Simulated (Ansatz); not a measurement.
Mg2Ge:
```cif
data_GeMg2
_chemical_formula_sum 'Ge1 Mg2'
_space_group_name_H-M_alt 'P 1'
_space_group_IT_number 1
_cell_length_a 4.54031
_cell_length_b 4.54031
_cell_length_c 4.54031
_cell_angle_alpha 60.000
_cell_angle_beta 60.000
_cell_angle_gamma 60.000
loop_
_space_group_symop_operation_xyz
  'x, y, z'
loop_
_atom_site_label
_atom_site_type_symbol
_atom_site_fract_x
_atom_site_fract_y
_atom_site_fract_z
_atom_site_occupancy
Ge1 Ge 0.00000 0.00000 0.00000 1
Mg1 Mg 0.25000 0.25000 0.25000 1
Mg2 Mg 0.75000 0.75000 0.75000 1
```

Relaxed with PBE. DFT-PBE in the program Ansatz with PAW potentials gives a gap of 0.16 eV.

**Question.** What gap does HSE06 give on the same cell (Ansatz, PAW)?

**Answer.** 0.53 eV, 0.37 eV more. The hybrid was solved on a coarser mesh and at special points; its gap is the smallest among all of these.

| k | v1 PBE | c1 PBE | v1 HSE06 | c1 HSE06 |
|---|---|---|---|---|
| Γ | 0.00 | 0.95 | ? | ? |
| X | -1.98 | 0.16 | -2.20 | 0.53 |
| L | -0.73 | 0.94 | ? | ? |
| W | -2.66 | 2.77 | ? | ? |
| K | -1.65 | 0.70 | ? | ? |

**Question.** Top valence (v1) and lowest conduction level (c1) in eV from each method's valence maximum (which need not be a listed point): supply the withheld HSE06 values.

**Answer.** 
- L, v1 HSE06: -0.80
- L, c1 HSE06: 1.50
- W, v1 HSE06: -2.90
- W, c1 HSE06: 3.27
- Γ, v1 HSE06: 0.00
- Γ, c1 HSE06: 1.59
- K, v1 HSE06: -1.83
- K, c1 HSE06: 1.14

Cost on shared cores: the PBE run (SCF on a 8×8×8 mesh, then bands and DOS) roughly 28 core-seconds, the HSE06 run (SCF on 6×6×6, then a few points) around 3 core-minutes (rough); the tasks are unlike.

Space group Fm-3m (anti-fluorite). Symmetry was held in the PBE relaxation; of distortions, only those at the zone centre were tested. Scalar-relativistic: spin–orbit coupling is off unless named, which matters more the heavier the elements.

Potentials: the later of the program's two PAW sets.
